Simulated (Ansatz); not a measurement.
Given:

Si2H2O3:
```xyz
28
Lattice="4.3631 2.5190 4.8569 -4.3631 2.5190 4.8569 0.0000 -5.0380 4.8569" Properties=species:S:1:pos:R:3 pbc="T T T"
Si     0.4353     2.4925     8.1848
Si    -0.4353    -2.4925     6.3859
Si    -2.3762    -0.8693     8.1848
Si     2.3762     0.8693     6.3859
Si     1.9409    -1.6232     8.1848
Si    -1.9409     1.6232     6.3859
Si     0.0000     0.0000     9.9865
Si     0.0000     0.0000     4.5842
H      0.6554     3.8678     8.6685
H     -0.6554    -3.8678     5.9022
H     -3.6773    -1.3663     8.6685
H      3.6773     1.3663     5.9022
H      3.0219    -2.5015     8.6685
H     -3.0219     2.5015     5.9022
H      0.0000     0.0000    11.4569
H      0.0000     0.0000     3.1138
O     -1.2764     0.8384     5.1329
O      1.2764    -0.8384     9.4379
O     -0.0879    -1.5246     5.1329
O      0.0879     1.5246     9.4379
O      1.3643     0.6862     5.1329
O     -1.3643    -0.6862     9.4379
O     -2.5622     0.5491     7.4285
O      2.5622    -0.5491     7.1422
O      0.8055    -2.4935     7.4285
O     -0.8055     2.4935     7.1422
O      1.7567     1.9444     7.4285
O     -1.7567    -1.9444     7.1422
```

This is the LDA-relaxed structure.

Q: All from the program Ansatz at the LDA level (PAW), unless another level is named. Estimate the band gap.

A: 6.00 eV (indirect).

Q: Predict the electron effective mass.

A: 0.76, 1.1, 1.1 mₑ (principal values).

Q: Give the formation energy from the elements (no fitted shifts).

A: -1.86 eV/atom.

Space group R-3. The workflow started from a Materials Project entry (that database holds measured and hypothetical structures alike); the Crystallography Open Database files this formula in space group No. 148, but the cells were not matched. Its standing as an ambient phase is unchecked. The cell was relaxed with LDA under the symmetry of its start; its stability against distortions is not shown here. A crystal of weakly bound molecules computed without a dispersion correction: the cell and the soft elastic constants depend strongly on that. The references are the lowest solids computed at this level, not always the standard phases (solids in place of the gases).

Potentials: the later of the program's two PAW sets.
